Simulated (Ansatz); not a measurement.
ZnCu2SnS4 (kesterite type, space group I-4)

```cif
data_Cu4S8Sn2Zn2
_chemical_formula_sum 'Cu4 Zn2 Sn2 S8'
_space_group_name_H-M_alt 'I-4'
_space_group_IT_number 82
_space_group_name_Hall 'I -4'
_cell_length_a 5.46833
_cell_length_b 5.46833
_cell_length_c 10.93485
_cell_angle_alpha 90.000
_cell_angle_beta 90.000
_cell_angle_gamma 90.000
loop_
_atom_site_label
_atom_site_type_symbol
_atom_site_symmetry_multiplicity
_atom_site_Wyckoff_symbol
_atom_site_fract_x
_atom_site_fract_y
_atom_site_fract_z
_atom_site_occupancy
Cu1 Cu 2 a 0.00000 0.00000 0.00000 1
Cu2 Cu 2 c 0.00000 0.50000 0.25000 1
Zn1 Zn 2 d 0.50000 0.00000 0.25000 1
Sn1 Sn 2 b 0.00000 0.00000 0.50000 1
S1 S 8 g 0.25834 0.26628 0.37060 1
```
(The calculation used a cell of 8 atoms; values per cell refer to that cell.)

The volume is varied about the relaxed value V₀ at fixed cell shape. The atoms relax within the cell's symmetry.

Computed with PBE (plane waves to 420 eV, PAW, scalar-relativistic; Ansatz, a program for electronic structure). k mesh 9×9×9 (Γ-centred), Fermi-Dirac smearing 0.05 eV. Energies are smeared free energies. At this level the bands of ZnCu2SnS4 touch or barely overlap; measurements give the solid a gap. ZnCu2SnS4 is run without spin polarisation. ZnCu2SnS4 was relaxed with its symmetry unable to fall. ΔE is measured from the relaxed starting cell.

Question: Predict the ΔE (kJ/mol of atoms) at V/V₀ = 0.900, 0.950, 0.975, 1.025, 1.075, 1.100.

Answer: 
| V/V₀ | ΔE (kJ/mol of atoms) |
|---|---|
| 0.900 | 5.1 |
| 0.950 | 1.2 |
| 0.975 | 0.3 |
| 1.025 | 0.2 |
| 1.075 | 2.0 |
| 1.100 | 3.5 |

(Under strain, the slope of the energy per volume gives the stress and its curvature an elastic modulus.)
